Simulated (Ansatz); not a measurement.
Q: Cl (molecular I2 type, Cmce) is relaxed with PBEsol (plane waves, PAW; program Ansatz). What lattice parameters of the conventional cell result?

A: a = 6.943 Å, b = 3.879 Å, c = 8.005 Å.

Q: Give the free coordinates with the occupied sites.

A: In one choice of origin and axes:

```tsv
atom	site	symmetry	x	y	z
Cl	8f	m..	0.0000	0.1266	0.1112
```

Q: Is it a metal or does it have a gap at this level?

A: A gap of 2.02 eV, direct.

Symmetry was held in the PBEsol relaxation. The substance is a gas or liquid at ambient conditions; this is its low-temperature solid. A crystal of weakly bound units computed without a dispersion correction: the cell and the soft elastic constants depend strongly on that.

Potentials: the later of the program's two PAW sets.
